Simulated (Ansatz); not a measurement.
## zincblende-structured TiP

Method: PBEsol, scalar-relativistic; no spin polarisation; PAW, 420 eV, Γ-centred 10×10×10 mesh, 0.05 eV Gaussian smearing; code Ansatz; PAW files: Ansatz's generated set soft_2.

```
CELL_PARAMETERS angstrom
0.00000 2.74390 2.74390
2.74390 0.00000 2.74390
2.74390 2.74390 0.00000
ATOMIC_POSITIONS crystal
Ti 0.00000 0.00000 0.00000
P 0.25000 0.25000 0.25000
```

The start was a prototype's sites filled with these elements. The Crystallography Open Database lists the compound in space group P63/mmc, so this is a trial structure.

The cell is relaxed to zero pressure at this level.

The cell has space group F-43m (read at 0.01 Å). In it the stress is 0.03, 0.03, 0.03, 0.00, 0.00, 0.00 GPa and the largest force component 0.000 eV/Å. Each change below starts from this cell, without further relaxation. Stress is in GPa, positive in compression, in the order xx, yy, zz, yz, xz, xy; energies are counted from the cell above and are free energies with the smearing's entropy, which match forces and stress in a metal.

Task: What happens when atom 2 (P) is moved by 0.02 Å along x?

Result: The energy changes by 1.9 meV per cell, and the force on it along the shift is -0.195 eV/Å (−F/u = 9.76 eV/Å²). Stress: 0.03, 0.06, 0.06, -0.99, 0.00, 0.00.
| atom | Fx (eV/Å) | Fy | Fz |
| --- | --- | --- | --- |
| Ti1 | 0.195 | 0.000 | 0.000 |
| P2 | -0.195 | 0.000 | 0.000 |
In a harmonic crystal the energy would rise by −½F·u = ½ × 9.76 × 0.02² eV = 2.0 meV, which matches.

Task: What stress follows from an engineering strain of -1 % in yz, atoms carried along?

Result: 0.04, 0.04, 0.04, 0.65, 0.00, 0.00 GPa; the energy changes by 0.8 meV per cell.
```tsv
atom	Fx (eV/Å)	Fy	Fz
Ti1	-0.128	0.000	0.000
P2	0.128	0.000	0.000
```
The change of the stress over the strain gives a clamped-atom stiffness of about 65 GPa for this component.

The cell is a metal with an odd number of electrons, and spin polarisation wasn't tried.
